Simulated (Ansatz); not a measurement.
LaSe:
Space group Fm-3m (No. 225); a = b = c = 6.019 Å, α = β = γ = 90.00°

| atom | site | symmetry | x | y | z |
|---|---|---|---|---|---|
| Se | 4b | m-3m | 0.5000 | 0.5000 | 0.5000 |
| La | 4a | m-3m | 0.0000 | 0.0000 | 0.0000 |
(The calculation used a cell of 2 atoms; values per cell refer to that cell.)

Relaxed with PBEsol.

**Question.** Which orbitals make up the states near the Fermi level in PBEsol (plane waves, PAW; program Ansatz)?

**Answer.** Within 0.5 eV of the Fermi level: La 5d 65 %, La 4f 23 %, Se 4p 6 %. Projections are on Löwdin-orthogonalised atomic valence shells; empty p or d shells of many metals are not among them.

**Question.** Tabulate the density of states.

**Answer.** States/eV per cell of 2 atoms, in 0.25 eV bins, energy from the Fermi level.

```csv
E (eV),total,La 4f,Se 4p,La 5d
-7.85,0.00,0.00,0.00,0.00
-7.60,0.00,0.00,0.00,0.00
-7.35,0.00,0.00,0.00,0.00
-7.10,0.00,0.00,0.00,0.00
-6.85,0.00,0.00,0.00,0.00
-6.60,0.00,0.00,0.00,0.00
-6.35,0.00,0.00,0.00,0.00
-6.10,0.00,0.00,0.00,0.00
-5.85,0.00,0.00,0.00,0.00
-5.60,0.17,0.00,0.09,0.04
-5.35,0.68,0.00,0.40,0.16
-5.10,1.63,0.01,1.00,0.34
-4.85,2.01,0.02,1.29,0.38
-4.60,1.52,0.02,1.02,0.27
-4.35,3.18,0.03,2.14,0.87
-4.10,3.60,0.05,2.51,0.89
-3.85,4.10,0.07,2.98,0.82
-3.60,3.97,0.10,2.93,0.72
-3.35,2.19,0.11,1.67,0.31
-3.10,0.91,0.07,0.74,0.07
-2.85,0.03,0.00,0.03,0.00
-2.60,0.00,0.00,0.00,0.00
-2.35,0.00,0.00,0.00,0.00
-2.10,0.00,0.00,0.00,0.00
-1.85,0.01,0.00,0.00,0.01
-1.60,0.16,0.00,0.01,0.14
-1.35,0.28,0.01,0.02,0.25
-1.10,0.41,0.03,0.03,0.34
-0.85,0.53,0.05,0.04,0.43
-0.60,0.68,0.08,0.05,0.52
-0.35,0.85,0.12,0.06,0.63
-0.10,1.17,0.22,0.07,0.82
0.15,1.29,0.32,0.07,0.81
0.40,1.49,0.45,0.07,0.87
0.65,1.69,0.65,0.05,0.86
0.90,1.90,0.93,0.04,0.79
1.15,3.66,2.33,0.04,1.09
1.40,11.02,9.21,0.04,1.30
1.65,17.09,16.18,0.04,0.63
```

The workflow started from an entry of the Crystallography Open Database (COD). Whether it is the stable phase at ambient conditions was not checked. The cell was relaxed with PBEsol under the symmetry of its start; whether a distortion lowers the energy is not shown. With an odd number of electrons in the cell and no spin polarisation, the count alone makes it a metal. Scalar-relativistic: spin–orbit coupling is off unless named, which matters more the heavier the elements.

Potentials: the later of the program's two PAW sets.
